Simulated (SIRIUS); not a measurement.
A self-consistent single point of InGaN2 (P3m1, 4 atoms in the cell; from Materials Project mp-1223660, changed as shown) with SIRIUS.

Level of theory: LDA (PW92), GBRV LDA ultrasoft pseudopotentials (plane waves; SIRIUS).

The change in words: volume scaled by 0.96. Reference geometry (P3m1):
```
InGaN2
1.0
    3.39929     0.00000     0.00000
   -1.69965     2.94387     0.00000
    0.00000     0.00000     5.55161
In Ga N
1 1 2
Direct
  0.00000   0.00000   0.99840
  0.66667   0.33333   0.49536
  0.66667   0.33333   0.14562
  0.00000   0.00000   0.60222
```

Reference input (self-consistent single point, DFT, LDA (PW92), plane waves, GBRV LDA ultrasoft pseudopotentials): parameters.ngridk = 12 12 6; parameters.xc_functionals = [XC_LDA_X, XC_LDA_C_PW]; parameters.gk_cutoff = 6.325 1/bohr; parameters.pw_cutoff = 14.143 1/bohr; parameters.smearing = gaussian; parameters.smearing_width = 0.000367493 Ha; potentials = GBRV LDA ultrasoft pseudopotentials; parameters.electronic_structure_method = pseudopotential; parameters.num_bands = 25; parameters.num_mag_dims = 0; parameters.num_dft_iter = 100; parameters.energy_tol = 1e-07 Ha. This run's input differs from it in these lines:

```diff
@@ -32,7 +32,7 @@
     "lattice_vectors": [
-      [1.0000000184, 0.0, 0.0],
-      [-0.5000000092, 0.8660252741, 0.0],
-      [0.0, 0.0, 1.6331675444]
+      [1.0000000332, 0.0, 0.0],
+      [-0.4999998675, 0.8660253068, 0.0],
+      [0.0, 0.0, 1.6331673744]
     ],
-    "lattice_vectors_scale": 6.423727,
+    "lattice_vectors_scale": 6.336911,
     "atom_coordinate_units": "A",
@@ -46,10 +46,10 @@
       "In": [
-        [0.0, 0.0, 5.542727424]
+        [0.0, 0.0, 5.467817472]
       ],
       "Ga": [
-        [1.6996466996, 0.981289352, 2.7500455296]
+        [1.6766763433, 0.9680273653, 2.7128786688]
       ],
       "N": [
-        [1.6996466996, 0.981289352, 0.8084254482],
-        [0.0, 0.0, 3.3432905742]
+        [1.6766763433, 0.9680273653, 0.7974995796],
+        [0.0, 0.0, 3.2981060076]
       ]
```

Output, abridged:

```
[find] density tolerance         : 1e-06
[find] total energy tolerance    : 1e-07
[find] iter_solver_tol (initial) : 0.01
[find] iter_solver_tol (target)  : 1e-13
[find] num_dft_iter              : 100
Charges and magnetic moments
--------------------------------------------------------------------------------
total charge          : 42.000000
[find] | SCF iteration   0 out of 100|
[diagonalize] iterative solver tolerance (occupied, empty): 0.01 0.01
[diagonalize] average number of iterations: 3.13
[find] Charges and magnetic moments
[find] total charge          : 42.000000
[find] Energy
   [... lines left out ...]

[find] Charges and magnetic moments
[find] total charge          : 42.000000
[find] Energy
[find] smearing (-TS)                 :      -0.00000000
[find] Total energy                   :    -294.24615318 (Ha),    -588.49230637 (Ry)
[find] Free energy (E-TS)             :    -294.24615318 (Ha),    -588.49230637 (Ry)
[find] band gap (eV)                  :       0.38221100
[find] Efermi                         :       0.37601120
[find] iteration : 28, RMS (target) : 7.7865e-07 (1.0000e-06) , energy difference (target) : -1.3773e-10 (1.0000e-07)
[find] bands are converged : true
[find] iterative solver converged : false
[find] converged after 29 SCF iterations!
[find] Charges and magnetic moments
[find] total charge          : 42.000000
[find] Energy
[find] smearing (-TS)                 :      -0.00000000
[find] Total energy                   :    -294.24615318 (Ha),    -588.49230637 (Ry)
[find] Free energy (E-TS)             :    -294.24615318 (Ha),    -588.49230637 (Ry)
[find] band gap (eV)                  :       0.38221100
[find] Efermi                         :       0.37601120
[ground_state] === stress tensor components [kbar] ===
[ground_state] === stress_total ===
[ground_state]    50.782471   -0.000009    0.000000
[ground_state]    -0.000009   50.782486   -0.000000
[ground_state]     0.000000   -0.000000   42.462846
[ground_state] ==== total Forces in Ha/bohr =====
[ground_state] atom:    0, force:      -0.0000000      0.0000000     -0.0008015
[ground_state] atom:    1, force:      -0.0000000     -0.0000000      0.0012756
[ground_state] atom:    2, force:      -0.0000000      0.0000000     -0.0020216
[ground_state] atom:    3, force:      -0.0000000     -0.0000000      0.0015482
```

The run converged in 29 iterations. SIRIUS prints the stress tensor with tension positive. Against the reference run the free energy falls by 23.4 meV/atom, the pressure goes from -10.40 to -4.80 GPa, the largest force goes from 0.139 to 0.104 eV/Å and the gap on the mesh goes from 0.208 to 0.382 eV.

The structure comes from a collection of computed structures, made at another level of theory; the collection holds predicted forms beside known ones.

Cost on one core: roughly 4 core-minutes.

The gap that the log prints is read on the run's mesh, which can miss the band edges or a crossing.
